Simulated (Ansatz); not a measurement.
BiB, first-principles data

BiB:
Space group P6₂22 (No. 180); a = b = 3.888 Å, c = 8.642 Å, α = β = 90.00°, γ = 120.00°

```csv
atom,site,symmetry,x,y,z
B,3c,222,0.5000,0.0000,0.0000
Bi,3d,222,0.5000,0.0000,0.5000
```

Space group P6_222 (No. 180); conventional cell a = b = 3.888 Å, c = 8.642 Å, α = β = 90.00°, γ = 120.00°.

Method: DFT-PBEsol in the program Ansatz with PAW potentials. Geometry: relaxed at this level of theory. Other levels are named where they apply.

Cell and energy:

```
Quantity                                                      Value
-----------------------------------------------------  ------------
Volume per atom                                            18.85 Å³
Density                                                  9.68 g/cm³
Formation energy from the elements (no fitted shifts)  1.05 eV/atom
```

Electronic structure:

```
Item                                                                         Value
------------------------------------  --------------------------------------------
Electronic character                                             metallic (no gap)
Density of states at the Fermi level  0.04 states/eV per atom (mean over ±0.08 eV)
```

Mechanics:

```
Item                                  Result
----------------------------------  --------
Bulk modulus (Birch–Murnaghan fit)  83.0 GPa
Pressure derivative B′                   4.6
```

Phonons:

```
Item                                           Result
-----------------------------  ----------------------
Highest zone-centre frequency                516 cm⁻¹
Zone-centre stability          no imaginary mode at Γ
```

The cell is a constructed one: a structure type filled with these elements; neither database checked (COD, Materials Project) lists it. Whether it is the stable phase at ambient conditions was not checked. The PBEsol relaxation kept the symmetry of its start. As this level gives no gap, phonon frequencies hold no LO–TO term and depend on the k-mesh and smearing (Fermi–Dirac, 0.1 eV here). The references are the lowest solids computed at this level, not always the standard phases. Spin–orbit coupling is left out wherever it is not named.

Potentials: the later of the program's two PAW sets.
